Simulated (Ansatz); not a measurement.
**WS2 (2H-MoS2 type): gap against strain (uniaxial along z, other directions held)**

WS2 (2H-MoS2 type), relaxed with r2SCAN+rVV10 in the PAW code Ansatz, then strained (uniaxial along z, other directions held; changes of length per length, axes as in the cell below) with the atoms relaxed again within the symmetry that is left. Space group P6_3/mmc (No. 194), hexagonal; a = 3.170 Å, c = 12.491 Å in the conventional setting, 18.12 Å³ an atom. Around W lie 6 S at 2.41 Å; around S lie 3 W at 2.41 Å. The values are computed, non-magnetic, and not measurements.

```yaml
crystal:
  lattice:
    - [3.16995, 0.00000, 0.00000]
    - [-1.58497, 2.74525, 0.00000]
    - [0.00000, 0.00000, 12.49107]
  atoms:
    - { symbol: W, position: [0.33333, 0.66667, 0.25000] }
    - { symbol: W, position: [0.66667, 0.33333, 0.75000] }
    - { symbol: S, position: [0.66667, 0.33333, 0.37511] }
    - { symbol: S, position: [0.66667, 0.33333, 0.12489] }
    - { symbol: S, position: [0.33333, 0.66667, 0.87511] }
    - { symbol: S, position: [0.33333, 0.66667, 0.62489] }
```

Gaps are the least over each mesh (PBE 12×12×2, r2SCAN 12×12×2, r2SCAN+SOC 12×12×2, HSE06 6×6×2 when unstrained) and the special points, which keep their unstrained names.

```tsv
strain (%)	gap, PBE (eV)	gap, r2SCAN (eV)	gap, r2SCAN+SOC (eV)	gap, HSE06 (eV)	edges, HSE06
-4.0	0.828	0.929	0.884	1.332	Γ → Γ–K (0.52)
-3.0	0.883	0.986	0.940	1.394	Γ → Γ–K (0.52)
-2.0	0.937	1.042	0.994	1.455	Γ → Γ–K (0.52)
-1.0	0.990	1.097	1.048	1.515	Γ → Γ–K (0.52)
0.0	1.042	1.151	1.100	1.573	Γ → Γ–K (0.52)
+1.0	1.093	1.203	1.150	1.629	Γ → Γ–K (0.52)
+2.0	1.142	1.254	1.199	1.684	Γ → Γ–K (0.52)
+3.0	1.190	1.302	1.246	1.736	Γ → Γ–K (0.52)
+4.0	1.235	1.350	1.292	1.787	Γ → Γ–K (0.52)
```

Between zero and the nearest strains the slope of the HSE06 gap against strain is +0.058 eV per percent for negative and +0.056 for positive strain.

Only the levels marked +SOC include spin-orbit coupling.

Where an edge lies off the special points, it is a point of the mesh or the k point where a search put PBE's edge or least direct gap, reused for the other functionals, whose own edges may lie a little apart.

The meshes of the hybrids are coarse, so their gaps aren't converged to the digits shown.
